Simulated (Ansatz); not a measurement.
This cell of W (bcc, W type) is off equilibrium:

```
W
1.0
   -1.57132     1.57132     1.57132
    1.57132    -1.57132     1.57132
    1.57132     1.57132    -1.57132
W
1
Direct
  0.00000   0.00000   0.00000
```

Level of theory: r2SCAN (plane waves to 500 eV, PAW, scalar-relativistic; Ansatz, a first-principles code). k mesh 21×21×21 (Γ-centred), Fermi-Dirac smearing 0.05 eV. E stands for the smeared free energy. Stress and pressure are positive under compression. Spin-orbit coupling is left out, though W is heavy. W is run without spin polarisation. W was relaxed with its symmetry unable to fall.

Question: Give the stress tensor in GPa and the pressure.

Answer: 
```
    8.5      0.0      0.0
    0.0      8.5      0.0
    0.0      0.0      8.5
```
The pressure, a third of the trace, is 8.5 GPa.

Question: It is the relaxed cell scaled evenly to V/V₀ = 0.975, atoms relaxed where free. What is its energy relative to the relaxed cell?

Answer: 10 meV/atom.

(A scan under strain: stresses follow from slopes of the energy per volume, elastic moduli from its curvatures.)
